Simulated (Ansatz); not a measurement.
Consider the following.

ZnCu$_{2}$SnS$_{4}$:
```cif
data_Cu4S8Sn2Zn2
_chemical_formula_sum 'Cu4 Zn2 Sn2 S8'
_space_group_name_H-M_alt 'I-4'
_space_group_IT_number 82
_space_group_name_Hall 'I -4'
_cell_length_a 5.45181
_cell_length_b 5.45181
_cell_length_c 10.88137
_cell_angle_alpha 90.000
_cell_angle_beta 90.000
_cell_angle_gamma 90.000
loop_
_atom_site_label
_atom_site_type_symbol
_atom_site_symmetry_multiplicity
_atom_site_Wyckoff_symbol
_atom_site_fract_x
_atom_site_fract_y
_atom_site_fract_z
_atom_site_occupancy
Cu1 Cu 2 a 0.00000 0.00000 0.00000 1
Cu2 Cu 2 c 0.00000 0.50000 0.25000 1
Zn1 Zn 2 d 0.50000 0.00000 0.25000 1
Sn1 Sn 2 b 0.00000 0.00000 0.50000 1
S1 S 8 g 0.25471 0.25816 0.37213 1
```
(The calculation used a cell of 8 atoms; values per cell refer to that cell.)

This is the HSE06-relaxed structure.

All from the program Ansatz at the HSE06 level (PAW), unless another level is named. Give the band gap.

1.44 eV (direct).

And the gap with spin–orbit coupling?

1.43 eV (at the special points and the edges found without it).

Predict the valence-band maximum.

at Γ.

Symmetry was held in the HSE06 relaxation. The run is not spin-polarised. The hybrid was solved on a coarse mesh, the path and, where they were found, the r²SCAN edge points; its band edges are the extreme levels among these. Scalar-relativistic: spin–orbit coupling is off unless named, which matters more the heavier the elements.

Potentials: the later of the program's two PAW sets.
